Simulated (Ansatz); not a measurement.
Values for one crystal, relaxed and computed with DFT-PBE in the program Ansatz with PAW potentials; other levels are named.

- Volume per atom: 15.15 Å³
- Electronic character: metallic (no gap)
- Pressure derivative B′: 4.6
- Density of states at the Fermi level: 0.44 states/eV per atom (mean over ±0.08 eV)
- Gap with spin–orbit coupling: none (metallic)
- Bulk modulus (Birch–Murnaghan fit): 3350 kbar
- Formation energy from the elements (no fitted shifts): -0.29 eV/atom

### Question
Pick the material that matches.
A) NbIr, rock salt
B) AgW, rock salt
C) IrW, L1₀ or tetragonal B2
D) BePt, L1₀ or tetragonal B2

### Answer
C, IrW, L1₀ or tetragonal B2

Space group P4/mmm (L1₀ or tetragonal B2). The start of the workflow was typed in or built on a structure type; neither database checked (COD, Materials Project) lists it. COD files the formula under space group No. 51. Whether it is the stable phase at ambient conditions was not checked. Symmetry was held in the PBE relaxation; whether a distortion lowers the energy is not shown. The run is not spin-polarised. The references are the lowest solids computed at this level, not always the standard phases. Spin–orbit coupling is left out wherever it is not named.

Potentials: the earlier of the program's two PAW sets.
